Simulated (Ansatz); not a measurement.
# Equation of state of HgPd from a dense series

```yaml
crystal:
  lattice:
    - [3.02995, 0.00000, 0.00000]
    - [0.00000, 3.02995, 0.00000]
    - [0.00000, 0.00000, 3.69200]
  atoms:
    - { symbol: Hg, position: [0.00000, 0.00000, 0.00000] }
    - { symbol: Pd, position: [0.50000, 0.50000, 0.50000] }
```

Atom numbers follow the list: Hg1, Pd2.

The cell is COD entry 1537801, as deposited and not checked against the literature; nothing was relaxed.

Spin polarisation is left out, and whether a magnetic state lies lower isn't shown here.

No spin–orbit coupling, which matters for the heavy atoms here.

These are results of Ansatz 0.2.0, DFT, PBEsol, all-electron LAPW, scalar-relativistic, not measurements.

Numerical set-up: a Γ-centred 11×11×9 k mesh, Fermi–Dirac smearing of 0.05 eV, basis error target 0.5 meV/atom, no spin polarisation.

The cell is scaled evenly. Fractional coordinates are held (clamped ions).

| V (Å³/atom) | P (GPa) |
| --- | --- |
| 15.931 | 10.88 |
| 16.270 | 6.77 |
| 16.608 | 3.18 |
| 16.778 | 1.55 |
| 16.947 | 0.03 |
| 17.117 | -1.38 |
| 17.286 | -2.71 |
| 17.625 | -5.10 |

(1) Fit a third-order Birch–Murnaghan curve to the pressures.

(2) Predict the pressure at the withheld volume, 17.964 Å³/atom.

Results:

(1) P = (3B0/2)(y^(7/2) − y^(5/2))[1 + (3/4)(B0′ − 4)(y − 1)] with y = (V0/V)^(2/3) fits within 0.01 GPa for V0 = 16.951 Å³/atom, B0 = 146.5 GPa and B0′ = 5.78.

(2) There y = 0.9621, so the fit gives -7.19 GPa; the run gave -7.19 GPa.
